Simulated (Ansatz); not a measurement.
K2PtC2:
```cif
data_C2K2Pt
_chemical_formula_sum 'K2 Pt1 C2'
_space_group_name_H-M_alt 'P-3m1'
_space_group_IT_number 164
_space_group_name_Hall '-P 3 2"'
_cell_length_a 5.09782
_cell_length_b 5.09782
_cell_length_c 5.19088
_cell_angle_alpha 90.000
_cell_angle_beta 90.000
_cell_angle_gamma 120.000
loop_
_atom_site_label
_atom_site_type_symbol
_atom_site_symmetry_multiplicity
_atom_site_Wyckoff_symbol
_atom_site_fract_x
_atom_site_fract_y
_atom_site_fract_z
_atom_site_occupancy
K1 K 2 d 0.66667 0.33333 0.22545 1
Pt1 Pt 1 b 0.00000 0.00000 0.50000 1
C1 C 2 c 0.00000 0.00000 0.12266 1
```

Relaxed with PBEsol.

Problem. Tabulate the valence density and the electron localisation function along the shortest K–C contact (2.99 Å), the program Ansatz at the PBEsol level (PAW).

Solution. 

```csv
distance from K (Å),density (e/Å³),ELF
0.30,4.13,0.74
0.45,3.51,0.83
0.60,2.46,0.87
0.75,1.43,0.86
0.90,0.72,0.78
1.05,0.34,0.50
1.20,0.17,0.16
1.35,0.10,0.05
1.50,0.09,0.05
1.65,0.11,0.15
1.79,0.16,0.38
1.94,0.24,0.59
2.09,0.39,0.69
2.24,0.62,0.72
2.39,0.95,0.67
2.54,1.30,0.50
2.69,1.56,0.22
```

The density is the valence pseudo-density with augmentation charge, so density and ELF within about 1 Å of a nucleus are not all-electron values.

The workflow started from a Materials Project entry (that database holds measured and hypothetical structures alike); the Crystallography Open Database copy checked does not list it. Its standing as an ambient phase is unchecked. The PBEsol relaxation kept the symmetry of its start; its stability against distortions is not shown here. No spin polarisation was allowed. Spin–orbit coupling is left out wherever it is not named.

Potentials: the later of the program's two PAW sets.
